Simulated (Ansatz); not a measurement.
Ansatz (a first-principles code) input:

Ansatz 0.2 input:
```yaml
crystal:
  lattice:
    - [5.316178574, 0.0, 0.0]
    - [0.0, 5.2750039587, 0.0]
    - [-0.096158121, 0.0, 7.7387826683]
  atoms:
    - { symbol: W, position: [0.7469325677, 0.2689099805, 0.7184765215] }
    - { symbol: W, position: [0.2530674323, 0.7310900195, 0.2815234785] }
    - { symbol: W, position: [0.2530674323, 0.7689099805, 0.7815234785] }
    - { symbol: W, position: [0.7469325677, 0.2310900195, 0.2184765215] }
    - { symbol: O, position: [0.4696624075, 0.0265695644, 0.2279938009] }
    - { symbol: O, position: [0.5303375925, 0.9734304356, 0.7720061991] }
    - { symbol: O, position: [0.5303375925, 0.5265695644, 0.2720061991] }
    - { symbol: O, position: [0.4696624075, 0.4734304356, 0.7279938009] }
    - { symbol: O, position: [0.2512417399, 0.7081534958, 0.0060904106] }
    - { symbol: O, position: [0.7487582601, 0.2918465042, 0.9939095894] }
    - { symbol: O, position: [0.7487582601, 0.2081534958, 0.4939095894] }
    - { symbol: O, position: [0.2512417399, 0.7918465042, 0.5060904106] }
    - { symbol: O, position: [0.023086899, 0.0250011083, 0.7718465663] }
    - { symbol: O, position: [0.976913101, 0.9749988917, 0.2281534337] }
    - { symbol: O, position: [0.976913101, 0.5250011083, 0.7281534337] }
    - { symbol: O, position: [0.023086899, 0.4749988917, 0.2718465663] }
kpoints:
  mp_grid: { grid: [3, 3, 2] }
hamiltonian:
  xc: hse06
  pseudopotentials: { kind: paw }
scf:
  n_extra_bands: 16
  occupations: { method: fixed }
output:
  eigenvalues: true
  eigenstates:
    e_range: [-9.0, 10.5]
    kpoints:
      - [0.0, 0.0, 0.0]  # VBM
      - [-0.020833, 0.0, 0.088542]  # CBM
      - [0.0, 0.0, 0.0]  # GAMMA
      - [0.0, 0.5, 0.0]  # Z
      - [0.0, 0.0, 0.5]  # B
      - [-0.5, 0.0, 0.0]  # Y_2
      - [-0.5, 0.5, 0.0]  # C_2
      - [0.0, 0.5, 0.5]  # D
      - [-0.5, 0.0, 0.5]  # A
      - [-0.5, 0.5, 0.5]  # E
```

Output (shortened):

```
Pseudopotential: W, paw, valence charge 14
Pseudopotential: O, paw, valence charge 6
Functional definition: HSE06
davidson cushion auto → on  (no smearing: the cushion is to keep the highest requested band from converging to the state above it …
Crystal: 16 atoms, lattice volume = 217.018 Å³
Basis set: ecut = 420 eV, 4235 PW (Γ)
Bands: 80, of which v1, the nominal top of the filled ones, is band 64 counted from 1 (63 counted from 0)
Symmetry: 4 space group operations
Space group: P21/c (ITA 14), of the structure as read, at distance tolerance 6.0e-5 Å
k-points: 8 of 18
SCF iter   1: F=—  HF=-48353.517460 eV  |F-HF|=—  |Δ(HF+E_count)|=         —  Δρ=5.70e-3  dr2=7.34e-2  ethr=1.77e-3  ⟨swp⟩=6.5  Hψ=2818  notcnv=0
preconditioner: auto → none
SCF iter   2: F=—  HF=-48353.528712 eV  |F-HF|=—  |Δ(HF+E_count)|=   1.13e-2  Δρ=6.44e-3  dr2=9.58e-2  ethr=5.73e-5  ⟨swp⟩=3.9  Hψ=1988  notcnv=0
iter 3 solved again at ethr=1.62e-6 eV; its pass at ethr=5.73e-5 eV (dr2=2.07e-3 eV) is discarded
SCF iter   3: F=—  HF=-48353.510580 eV  |F-HF|=—  |Δ(HF+E_count)|=   1.81e-2  Δρ=1.33e-3  dr2=2.17e-3  ethr=1.62e-6  ⟨swp⟩=3.1  Hψ=3126  notcnv=0
SCF iter   4: F=—  HF=-48353.511095 eV  |F-HF|=—  |Δ(HF+E_count)|=   5.15e-4  Δρ=8.44e-4  dr2=1.40e-3  ethr=1.62e-6  ⟨swp⟩=3.0  Hψ=1699  notcnv=0
SCF iter   5: F=-48353.510873 eV  HF=-48353.510940 eV  |F-HF|=6.74e-5  |Δ(HF+E_count)|=   1.55e-4  Δρ=3.06e-4  dr2=1.48e-4  ethr=1.09e-6  ⟨swp⟩=3.0  Hψ=1545  notcnv=0
SCF 1 stopped early in 5 iterations: F = -48353.510873 eV  dr2 = 1.48e-4
Crystal: 16 atoms, lattice volume = 217.018 Å³
Exchange kernel: α = 0.2500, screened, ω = 0.2079 Å⁻¹, Wigner–Seitz truncation, v(0) = 1033.2635 eV·Å³, q-mesh 3×3×2, nearest image of the exchange supercell L …
Frozen-core exchange: fock
SCF iter   1: F=—  HF=-48353.191214 eV  |F-HF|=—  |Δ(HF+E_count)|=         —  Δρ=1.73e-2  dr2=1.07e0  ethr=1.16e-6  ⟨swp⟩=7.5  Hψ=3252  notcnv=0
preconditioner: auto → none
SCF iter   2: F=—  HF=-48353.033383 eV  |F-HF|=—  |Δ(HF+E_count)|=   1.58e-1  Δρ=1.70e-2  dr2=6.34e-1  ethr=1.16e-6  ⟨swp⟩=5.6  Hψ=3153  notcnv=0
SCF iter   3: F=—  HF=-48352.899491 eV  |F-HF|=—  |Δ(HF+E_count)|=   1.34e-1  Δρ=3.21e-3  dr2=2.30e-2  ethr=1.16e-6  ⟨swp⟩=5.0  Hψ=2762  notcnv=0
SCF iter   4: F=—  HF=-48352.957972 eV  |F-HF|=—  |Δ(HF+E_count)|=   5.85e-2  Δρ=2.43e-3  dr2=1.52e-2  ethr=1.16e-6  ⟨swp⟩=4.0  Hψ=2309  notcnv=0
SCF iter   5: F=—  HF=-48352.954163 eV  |F-HF|=—  |Δ(HF+E_count)|=   3.81e-3  Δρ=6.46e-4  dr2=5.44e-4  ethr=1.16e-6  ⟨swp⟩=4.0  Hψ=2034  notcnv=0
SCF iter   6: F=—  HF=-48352.954660 eV  |F-HF|=—  |Δ(HF+E_count)|=   4.97e-4  Δρ=4.68e-4  dr2=3.22e-4  ethr=3.82e-7  ⟨swp⟩=3.9  Hψ=1789  notcnv=0
SCF iter   7: F=-48352.954578 eV  HF=-48352.954580 eV  |F-HF|=2.57e-6  |Δ(HF+E_count)|=   7.94e-5  Δρ=5.89e-5  dr2=1.08e-5  ethr=2.46e-7  ⟨swp⟩=2.5  Hψ=1417  notcnv=0
SCF 2 stopped early in 7 iterations: F = -48352.954578 eV  dr2 = 1.08e-5
hybrid outer 1: dexx = +6.606e-2 eV, tail = 1.07e-4 eV
Crystal: 16 atoms, lattice volume = 217.018 Å³
Exchange kernel: α = 0.2500, screened, ω = 0.2079 Å⁻¹, Wigner–Seitz truncation, v(0) = 1033.2635 eV·Å³, q-mesh 3×3×2, nearest image of the exchange supercell L …
Frozen-core exchange: fock
SCF iter   1: F=—  HF=-48352.953867 eV  |F-HF|=—  |Δ(HF+E_count)|=         —  Δρ=1.12e-4  dr2=2.38e-5  ethr=4.20e-7  ⟨swp⟩=3.2  Hψ=1453  notcnv=0
preconditioner: auto → none
SCF iter   2: F=—  HF=-48352.953865 eV  |F-HF|=—  |Δ(HF+E_count)|=   2.73e-6  Δρ=6.12e-5  dr2=8.54e-6  ethr=1.65e-8  ⟨swp⟩=3.2  Hψ=1839  notcnv=0
SCF iter   3: F=—  HF=-48352.953863 eV  |F-HF|=—  |Δ(HF+E_count)|=   1.27e-6  Δρ=2.68e-5  dr2=1.41e-6  ethr=4.53e-9  ⟨swp⟩=2.8  Hψ=1422  notcnv=0
SCF iter   4: F=—  HF=-48352.953865 eV  |F-HF|=—  |Δ(HF+E_count)|=   1.44e-6  Δρ=1.37e-5  dr2=3.40e-7  ethr=8.18e-10  ⟨swp⟩=4.4  Hψ=1625  notcnv=0  defer=5
iter 5 solved again at ethr=1.53e-11 eV; its pass at ethr=2.07e-10 eV (dr2=1.96e-8 eV) is discarded
SCF iter   5: F=-48352.953865 eV  HF=-48352.953865 eV  |F-HF|=1.10e-8  |Δ(HF+E_count)|=   6.53e-8  Δρ=4.88e-6  dr2=3.69e-8  ethr=1.53e-11  ⟨swp⟩=3.0  Hψ=2852  notcnv=0
SCF 3 converged in 5 iterations: F = -48352.953865 eV  dr2 = 3.69e-8
hybrid outer 2: dexx = +1.877e-6 eV, tail = 1.09e-7 eV, Δε = 2.39e-3 eV (about 8.82e-5 eV left of the loop's levels)
the search or the solves at the SCF's close seem to have found levels that the self-consistency loop had missed (the run counts 1) …
NSCF: frozen V_eff on 10 k-points
hybrid SCF converged: 2 outer / 12 inner (+5 warm-up), last move |dexx| = 1.88e-6 eV, tail = 1.09e-7 eV
Stability not checked (fock_operator)
Free energy (F): -48352.953865 eV
Frozen-core exchange: fock
Harris-Foulkes:  -48352.953865 eV  (|F-HF|=1.10e-8)
Internal energy: -48352.953865 eV  (E = F + TS)
E sigma→0 (E₀):  -48352.953865 eV
Fermi energy:    5.078353 eV
--- Per-component energies (eV) ---
  E_band       = -1642.976862
  E_kinetic    = 3884.369978
  E_local      = -10572.310569  (includes V_loc(G=0)·N_el)
  E_nonlocal   = 553.637649
  E_hartree    = 3870.122072
  E_xc         = -1548.110174
  E_vxc        = -1640.934610  (∫ρ·V_xc dr)
  E_exx        = -391.891193  (= α·E_x^exact, valence–valence)
  E_paw        = -36139.928566  (= ΣΔE_a)
  E_vpaw       = -824.224434  (= ΣTr[D̂ρ^β])
  E_aug_tail   = 0.029381  (compensation charges beyond the density's cutoff)
  E_ewald      = -7996.861170
  E_core_change = -12.011272  (= ΣΔE_core)
  E_smearing   =  0.000000  (= −TS)
  E_closure    = 0.000000  (closes the sum)
  Σ components = -48352.953865   (vs F -48352.953865, Δ=7.28e-12)
  [band-id]    e_kinetic+e_local+e_nonlocal+2·e_hartree+e_vxc+2·e_exx+e_vpaw+e_augmentation_tail = -1642.970848   (vs E_band -1642.976862, Δ=6.01e-3)
--- Band table (eV; the first three rows and the last of 8) ---
  k-point 0: bands = ["-72.9391", "-72.9388", "-72.9380", "-72.9376", "-35.8964", "-35.8785", "-35.8533", "-35.8439", "-35.8389", "-35.8183", "-35.8158", "-35.7882", "-35.7543", "-35.7499", "-35.7355", "-35.7256", "-14.9159", "-14.6228", "-14.1096", …
  k-point 1: bands = ["-72.9390", "-72.9390", "-72.9378", "-72.9378", "-35.8717", "-35.8717", "-35.8480", "-35.8480", "-35.8412", "-35.8412", "-35.8052", "-35.8052", "-35.7521", "-35.7521", "-35.7312", "-35.7312", "-14.7318", "-14.7318", "-14.0178", …
  k-point 2: bands = ["-72.9389", "-72.9385", "-72.9383", "-72.9379", "-35.8915", "-35.8827", "-35.8422", "-35.8265", "-35.8208", "-35.8169", "-35.7977", "-35.7811", "-35.7720", "-35.7696", "-35.7553", "-35.7433", "-14.5976", "-14.2206", "-14.1906", …
  k-point 7: bands = ["-72.9386", "-72.9386", "-72.9382", "-72.9382", "-35.8669", "-35.8667", "-35.8587", "-35.8586", "-35.8257", "-35.8256", "-35.8083", "-35.8081", "-35.7555", "-35.7553", "-35.7354", "-35.7353", "-14.3988", "-14.3979", "-14.0423", …
```

Cost: very roughly 14 core-minutes on shared cores.

The points marked VBM and CBM come from a semilocal run.

Space group P2_1/c. The workflow started from a Materials Project entry (that database holds measured and hypothetical structures alike); the Crystallography Open Database files this formula in space group No. 14, but the cells were not matched. Whether it is the stable phase at ambient conditions was not checked. The PBEsol relaxation kept the symmetry of its start; whether a distortion lowers the energy is not shown. No spin polarisation was allowed. No Hubbard U is applied. Scalar-relativistic: spin–orbit coupling is off unless named, which matters more the heavier the elements.

Potentials: the later of the program's two PAW sets.

Ansatz is a plane-wave DFT program.
